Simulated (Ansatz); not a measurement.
The elements of this relaxed trial crystal are hidden behind letters.

```
lattice vectors (Å)
   5.0583    0.0000    0.0000
   0.0000    5.0583    0.0000
   0.0000    0.0000    6.1195
fractional positions
X 0.5000 0.5000 0.5485
Z 0.0000 0.0000 0.1522
Q 0.5000 0.0000 0.3968
Q 0.5000 0.5000 0.9435
Q 0.0000 0.5000 0.3968
```

All numbers below come from DFT PBE, scalar-relativistic, plane waves, PAW in Ansatz. Cutoff 420 eV, Γ-centred 6×6×6 mesh (5-atom cell), Gaussian smearing of 0.02 eV, no spin polarisation.

- Space group: P4mm (No. 99)
- Conventional cell: a = 5.058 Å, c = 6.120 Å
- Volume per atom: 31.32 Å³
- Density: 4.74 g/cm³
- Energy over the elements: −0.790 eV/atom
- Gap on the 6×6×6 mesh of the 5-atom cell: 0.91 eV

Energies are uncorrected and count from the elements' standard states at the same level.

Task: X is a d-block element of period 5, Z is a p-block element of period 5 and Q is a p-block element of period 4. Which elements are they?

Result: X = Zr, Z = Sn, Q = Se, so the formula is ZrSnSe3. Density times volume gives a mean mass of 4.74 × 31.32/1.6605 = 89.4 u per atom, and this set has 89.4 u. Zr has 1 Se at 2.42 Å and 4 Se at 2.69 Å; Sn has 4 Se at 2.94 Å; Se on a site of symmetry 2mm is surrounded by 2 Zr at 2.69 Å and 2 Sn at 2.94 Å; 1 more site not described. Other sets within the hints have nearly the same mass, so mass alone doesn't settle it; this one was computed.

Kohn–Sham gaps at this level usually fall short of measured ones. A structure relaxed within its symmetry needn't be a true minimum.
